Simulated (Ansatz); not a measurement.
A relaxed database cell of NbIr3: P6₃/mmc (No. 194), hP8; a = b = 5.519 Å, c = 4.434 Å, α = β = 90.00°, γ = 120.00°; Nb 2d (0.667, 0.333, 0.250); Ir 6h (0.164, 0.328, 0.250). Level of theory: PBEsol (plane waves to 420 eV, PAW, scalar-relativistic; Ansatz, an electronic-structure program). Element references, the lowest calculated here: Nb (Im-3m), Ir (Fm-3m).

Total energies (eV/atom, σ → 0; comparable only within this code, potentials and settings):

| phase | E (eV/atom) |
|---|---|
| NbIr3 (P6₃/mmc) | -9973.770 |
| Nb (Im-3m) | -4495.455 |
| Ir (Fm-3m) | -11799.034 |
| Nb3Ir (Pm-3n) | -6321.775 |

Q: What is the formation energy of this P6₃/mmc form of NbIr3 from the elements?

A: E_f = -9973.770 − [1 × (-4495.455) + 3 × (-11799.034)] / 4 = -0.63 eV/atom (-2.5 eV per formula unit).

A lower structure of this composition may exist.

Static energies, no anion corrections, no zero-point energy. Values are rounded to 0.01 eV/atom. Not shown to be the ambient phase of their composition (a lower form may be missing, and a cell relaxed within its start's symmetry can be a saddle point): NbIr3 (P6₃/mmc). Spin-orbit coupling is missing from these energies, which matters for elements this heavy. The compounds carry no spin polarisation.
